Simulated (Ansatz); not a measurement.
With r²SCAN in the plane-wave PAW code Ansatz, BaTiHO₂ in the tetragonal phase (P4/mmm; Ba on 1d, Ti on 1a, O on 2f, H on 1b) relaxes to a = 4.036 Å, c = 3.965 Å. Ba has 12 nearest neighbours from 2.83 Å (cuboctahedral); Ti has 6 nearest neighbours from 1.98 Å (octahedral). Against the elements it lies at -2.43 eV/atom, with no fitted shifts.

Electronic character: metallic (no gap). The magnetic state found is antiferromagnetic.

The bulk modulus is 1230 kbar. Bader charges are Ba +1.50, Ti +1.90, O -1.37, H -0.66 e.

The start of the workflow was typed in or built on a structure type; neither database checked (COD, Materials Project) lists it. Its standing as an ambient phase is unchecked. Symmetry was held in the r²SCAN relaxation, as lowered by the spin order; its stability against distortions is not shown here. The final state is antiferromagnetic, chosen from 4 collinear starts compared on coarse meshes (ties went to the first, and starts can fall back to one state), not a proven ground state. Other orbital occupations within this spin state were not tried. No Hubbard U is applied. The compound may be a true metal, but semilocal functionals without U, or a wrong spin order, can also close a gap. The references are the lowest solids computed at this level, not always the standard phases (solids in place of the gases). Spin–orbit coupling is left out wherever it is not named.

Potentials: the later of the program's two PAW sets.
